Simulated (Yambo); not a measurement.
A G0W0@LDA run in Yambo for CaHI (space group P4/nmm, No. 129) (4×4×1 Γ-centred k mesh, 270 bands and a 8 Ry block in the screening, 270 bands in G with the Bruneval-Gonze terminator, plasmon pole fitted at 27.2 eV) gives these matrix elements, in eV, at the band edges (X → M):

```json
[
 {"state": "valence edge", "E0": "0.000", "<Vxc>": "-11.481", "<Σx>": "-14.081", "<Σc(E0)>": "1.252", "Z": "0.805"},
 {"state": "conduction edge", "E0": "3.510", "<Vxc>": "-9.393", "<Σx>": "-4.691", "<Σc(E0)>": "-3.728", "Z": "0.823"}
]
```

### Question
Solve the linearised quasiparticle equation for both states, give the gap, and say how exchange and correlation each act on it.

### Answer
E = E0 + Z(Σx + Σc − Vxc). Valence: 0.000 + 0.805 × (-14.081 + (1.252) − (-11.481)) = -1.09 eV. Conduction: 3.510 + 0.823 × (-4.691 + (-3.728) − (-9.393)) = 4.31 eV. The gap is 5.40 eV, against 3.51 eV in LDA. Replacing Vxc by bare exchange alone would open it by 7.30 eV; correlation takes back 4.98 eV of that, and Z scales what is left. Nearest settings tried, and what they do to the gap: 207 bands in W, 207 bands in G: -12 meV; 6 Ry block (257 vectors against 413): -73 meV; 2×2×1 mesh: -17 meV. So the settings aren't converged at that level. The k mesh is coarse. The mesh misses a band edge: along a dense path the LDA gap is 3.27 eV against 3.51 eV on the mesh. Without spin-orbit coupling, band edges of such heavy elements can be off by tenths of an eV.

Geometry of the Materials Project entry, not relaxed at this level; primitive cell a = b = 4.0233 Å, c = 9.3431 Å, α = β = γ = 90.00°.

The distance between layers or molecules is the database entry's, not relaxed here. Functionals without dispersion can leave it too large, which widens gaps and weakens the response across layers: the numbers belong to this cell.
